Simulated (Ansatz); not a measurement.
Relaxed BN (wurtzite):

```
CELL_PARAMETERS angstrom
      5.10906     0.00000     0.00000
     -1.27726     2.21229     0.00000
      2.55453     0.00000     4.22457
ATOMIC_POSITIONS crystal
  B  0.83338 0.33333 0.99991
  B  0.33338 0.33333 0.99991
  B  0.91671 0.66667 0.49991
  B  0.41671 0.66667 0.49991
  N  0.02069 0.33333 0.62529
  N  0.52069 0.33333 0.62529
  N  0.10402 0.66667 0.12529
  N  0.60402 0.66667 0.12529
```

A phonon eigenvector at L = (0.5, 0.0, 0.5) is frozen into this cell: atom i moves by Q times the vector below, so Q is the largest atomic displacement, in Å. The cell is held. It is one choice among 2 degenerate patterns. (q is in reciprocal vectors of the primitive cell; the cell shown is doubled to hold the pattern.)

```csv
atom,x,y,z
B1,0.061,0.035,-0.343
B2,-0.061,-0.035,0.343
B3,-0.583,-0.337,0.740
B4,0.583,0.337,-0.740
N5,-0.429,-0.248,0.448
N6,0.429,0.248,-0.448
N7,-0.244,-0.141,-0.569
N8,0.244,0.141,0.569
```

Level of theory: PBE (plane waves to 420 eV, PAW, scalar-relativistic; Ansatz, a first-principles code). k mesh 15×15×15 (Γ-centred), Fermi-Dirac smearing 0.05 eV. Energies are smeared free energies. BN was relaxed with its symmetry unable to fall. ΔE is measured from the undisplaced structure.

**Question.** Estimate the ΔE (meV/cell) and −dE/dQ from forces (eV/Å) for Q (Å) = -0.280, -0.140, -0.093, 0.047, 0.233.

**Answer.** 
```json
[
 {"Q (Å)": "-0.280", "ΔE (meV/cell)": "6765", "−dE/dQ from forces (eV/Å)": "58.583"},
 {"Q (Å)": "-0.140", "ΔE (meV/cell)": "1435", "−dE/dQ from forces (eV/Å)": "21.657"},
 {"Q (Å)": "-0.093", "ΔE (meV/cell)": "618", "−dE/dQ from forces (eV/Å)": "13.575"},
 {"Q (Å)": "0.047", "ΔE (meV/cell)": "152", "−dE/dQ from forces (eV/Å)": "-6.535"},
 {"Q (Å)": "0.233", "ΔE (meV/cell)": "4399", "−dE/dQ from forces (eV/Å)": "-43.407"}
]
```

(A displaced cell: forces are minus the slopes of the energy, force constants its curvatures, and phonons follow from these.)
